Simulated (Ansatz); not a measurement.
WSe$_{2}$ in space group P6_3/mmc (No. 194; W on 2c, Se on 4f) under volume change, PBE+D3(BJ) in the plane-wave PAW code Ansatz, shape and atoms relaxed at each volume.

```json
[
 {"V (Å³/atom)": "18.053", "E − E(relaxed) (meV/atom)": "34.7", "P (GPa)": "7.21"},
 {"V (Å³/atom)": "18.648", "E − E(relaxed) (meV/atom)": "13.9", "P (GPa)": "4.13"},
 {"V (Å³/atom)": "19.243", "E − E(relaxed) (meV/atom)": "3.1", "P (GPa)": "1.76"},
 {"V (Å³/atom)": "19.838", "E − E(relaxed) (meV/atom)": "0.0", "P (GPa)": "0.00"},
 {"V (Å³/atom)": "20.433", "E − E(relaxed) (meV/atom)": "?", "P (GPa)": "?"},
 {"V (Å³/atom)": "21.028", "E − E(relaxed) (meV/atom)": "?", "P (GPa)": "?"},
 {"V (Å³/atom)": "21.623", "E − E(relaxed) (meV/atom)": "16.7", "P (GPa)": "-2.41"}
]
```

Fill in the missing entries.


- 20.433, E − E(relaxed) (meV/atom): 2.4
- 20.433, P (GPa): -1.22
- 21.028, E − E(relaxed) (meV/atom): 8.4
- 21.028, P (GPa): -1.99

What does a third-order Birch–Murnaghan fit give for V₀, B₀ and B′?

V₀ = 19.85 Å³/atom, B₀ = 47.4 GPa, B′ = 10.8.

The PBE+D3(BJ) relaxation kept the symmetry of its start. The run is not spin-polarised. Spin–orbit coupling is left out wherever it is not named.

Potentials: the earlier of the program's two PAW sets.
